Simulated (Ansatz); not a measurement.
Pt3Pb:
```yaml
crystal:
  lattice:
    - [4.06788, 0.00000, 0.00000]
    - [0.00000, 4.06788, 0.00000]
    - [0.00000, 0.00000, 4.06788]
  atoms:
    - { symbol: Pt, position: [0.00000, 0.50000, 0.50000] }
    - { symbol: Pt, position: [0.50000, 0.00000, 0.50000] }
    - { symbol: Pt, position: [0.50000, 0.50000, 0.00000] }
    - { symbol: Pb, position: [0.00000, 0.00000, 0.00000] }
```

Relaxed with PBEsol. Special points in fractions of this cell's reciprocal vectors: Γ (0.000, 0.000, 0.000); X (0.000, 0.500, 0.000); M (0.500, 0.500, 0.000); R (0.500, 0.500, 0.500).

Task: List the band energies nearest the Fermi level at these points for DFT-PBEsol with spin–orbit coupling in the program Ansatz with PAW potentials.

Result: In eV from the Fermi level; about four levels below and three above (degenerate sets whole), none deeper than 8.9 eV; points with the same levels are listed once.

```
k                    below                above
-  -----------------------  -------------------
Γ  -0.44 -0.44 -0.38 -0.38  0.27 0.27 0.27 0.27
X  -2.17 -2.17 -1.00 -1.00  0.02 0.02 1.06 1.06
M  -1.77 -1.77 -1.35 -1.35  0.83 0.83 0.88 0.88
R  -0.16 -0.16 -0.16 -0.16  0.36 0.36 3.11 3.11
```

Space group Pm-3m (Cu3Au type). The workflow started from an entry of the Crystallography Open Database (COD). Its standing as an ambient phase is unchecked. The PBEsol relaxation kept the symmetry of its start; of distortions, only those at the zone centre were tested. The run is not spin-polarised.

Potentials: the later of the program's two PAW sets.
